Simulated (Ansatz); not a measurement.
One crystal and one scan (generalised stacking-fault energy along a line) at two levels, PBE (plane waves to 420 eV, PAW, scalar-relativistic; Ansatz, a first-principles code) and PBEsol (plane waves to 420 eV, PAW, scalar-relativistic; Ansatz), each from its own relaxed cell and on its own mesh.

The crystal is PbTe (rock salt); the crystal slips on the {110} plane by s times a lattice vector of 8.05 Å, no atom relaxing, γ being the energy change per area.

Energies are extrapolated to zero smearing. PbTe was relaxed with its symmetry unable to fall. Spin-orbit coupling is left out, though Pb and Te are heavy. The PAW data are Ansatz's earlier set. As the smearing reaches across the gap at some points, the k mesh leaves noise in γ, roughly 0.02 J/m² as judged from a few cases. Faults lie only 6.8 Å apart, and holding the cell height and the atoms raises γ above its relaxed value. Faults lie only 7.0 Å apart, and holding the cell height and the atoms raises γ above its relaxed value. Both scans cover s from 0.000 to 0.917.

```
quantity                                                            run 1  run 2
------------------------------------------------------------------  -----  -----
Lattice constant a (Å)                                              6.569  6.442
Band gap of the relaxed cell, no spin-orbit coupling (eV)            0.83   0.65
Highest computed γ on the line (J/m²)                                3.46   3.88
Steepest slope dγ/d(shift) before the first maximum (spline) (GPa)     19     22
```

Question: Which run is which level?

Answer: Run 1 is PBE, run 2 is PBEsol. PBE gives the higher value for: lattice constant a; band gap of the relaxed cell, no spin-orbit coupling. PBE gives the lower value for: highest computed γ on the line; steepest slope dγ/d(shift) before the first maximum. Both give the same position of the highest point: s = 0.500. Neither level is exact: the differences show how much the result hangs on the functional.

(The slope of γ gives the shear force per area between the displaced halves; near zero shift its curvature is an elastic stiffness.)
